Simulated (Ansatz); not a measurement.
Computed with DFT PBE, scalar-relativistic, plane waves, PAW (Ansatz 0.2.0). Settings: cutoff 420 eV, Γ-centred meshes spaced at most about 0.3 Å⁻¹, and about 0.25 Å⁻¹ or finer for metals (2π included), Gaussian smearing. Collinear spin in cells that started with moments and kept them past the coarse steps, no spin elsewhere.

These are static total energies at zero pressure.

Two relaxed structures of YAlC4N4:

1. (no spin)

```cif
data_structure
_symmetry_space_group_name_H-M 'P-43m'
_symmetry_Int_Tables_number 215
_cell_length_a 6.2414
_cell_length_b 6.2414
_cell_length_c 6.2414
_cell_angle_alpha 90.000
_cell_angle_beta 90.000
_cell_angle_gamma 90.000
_cell_volume 243.13
loop_
_atom_site_label
_atom_site_type_symbol
_atom_site_symmetry_multiplicity
_atom_site_Wyckoff_symbol
_atom_site_fract_x
_atom_site_fract_y
_atom_site_fract_z
_atom_site_occupancy
Y1 Y 1 b 0.50000 0.50000 0.50000 1
Al1 Al 1 a 0.00000 0.00000 0.00000 1
C1 C 4 e 0.18147 0.18147 0.18147 1
N1 N 4 e 0.29105 0.29105 0.29105 1
```

2. (site moments Y 0.3 μB)

```cif
data_structure
_symmetry_space_group_name_H-M 'P-43m'
_symmetry_Int_Tables_number 215
_cell_length_a 6.2658
_cell_length_b 6.2658
_cell_length_c 6.2658
_cell_angle_alpha 90.000
_cell_angle_beta 90.000
_cell_angle_gamma 90.000
_cell_volume 246.00
loop_
_atom_site_label
_atom_site_type_symbol
_atom_site_symmetry_multiplicity
_atom_site_Wyckoff_symbol
_atom_site_fract_x
_atom_site_fract_y
_atom_site_fract_z
_atom_site_occupancy
Y1 Y 1 a 0.00000 0.00000 0.00000 1
Al1 Al 1 b 0.50000 0.50000 0.50000 1
C1 C 4 e 0.22131 0.22131 0.22131 1
N1 N 4 e 0.33053 0.33053 0.33053 1
```

Problem. Which placement of the atoms is lower in energy, and by how much?

Solution. Cell 1 is lower, by 13 meV/atom. The two share one framework of sites and differ in which element sits where. Cell 1 has space group P-43m (No. 215), 24.3 Å³/atom and no gap on its mesh; cell 2 has space group P-43m (No. 215), 24.6 Å³/atom and no gap. The shortest distance is 1.18 Å (C–N) in cell 1 and 1.19 Å (C–N) in cell 2. Their magnetic states differ too. Even the lower one lies +0.09 eV/atom against the reference forms of the elements (uncorrected), a margin that errors in the energy of the gaseous reference can exceed. In cell 1, Y is surrounded by 4 N at 2.26 Å; around Al lie 4 C at 1.96 Å; C has 1 N at 1.18 Å and 1 Al at 1.96 Å; N has 1 C at 1.18 Å and 1 Y at 2.26 Å. In cell 2, Y is surrounded by 4 C at 2.40 Å; Al is surrounded by 4 N at 1.84 Å; around C lie 1 N at 1.19 Å and 1 Y at 2.40 Å; N is surrounded by 1 C at 1.19 Å and 1 Al at 1.84 Å. Both come from invented guesses.

The k mesh leaves some 4 meV/atom of noise in the energy of each metallic cell. A magnetic state wasn't ruled out in cells without spin, among them P-43m at 24.3 Å³/atom. Another magnetic order may lie lower. Cells relaxed within their symmetry can be saddle points.
